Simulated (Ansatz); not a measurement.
## PtS2: S-33 nuclear quadrupole resonance

Cell: an entry of the Crystallography Open Database (COD), its atoms then relaxed with PBE in this cell.

```
CELL_PARAMETERS angstrom
3.54320 0.00000 0.00000
-1.77160 3.06850 0.00000
0.00000 0.00000 5.03880
ATOMIC_POSITIONS crystal
Pt 0.00000 0.00000 0.00000
S 0.33333 0.66667 0.24490
S 0.66667 0.33333 0.75510
```

Atoms are numbered from 1 in the order listed; like atoms form one site, named after its first atom.

Computed with Ansatz: DFT, PBE, plane waves and PAW, scalar-relativistic, 420 eV cutoff, Γ-centred 9×9×6 k-points, Fermi–Dirac smearing 0.02 eV.

S-33: I = 3/2, Q = -69.40 mb (year-2017 value). Static lattice, zero field.

Question: Predict the zero-field S-33 lines of each site.

Answer: For I = 3/2 there is one line, ν = (|C_Q|/2)(1 + η²/3)^½.

```csv
site,atoms,V_zz (10²¹ V/m²),C_Q (MHz),η,line frequencies (MHz)
S,"2, 3",-5.05,8.48,0.00,4.24
```

An axis of threefold or higher order runs through S, so V_zz lies along it and η is zero.

At this cell the principal stresses reach 5 GPa in size with PBE, which can matter for small gradients. Without spin–orbit coupling the gradients at and beside Pt can be off by some per cent, at some sites by more.
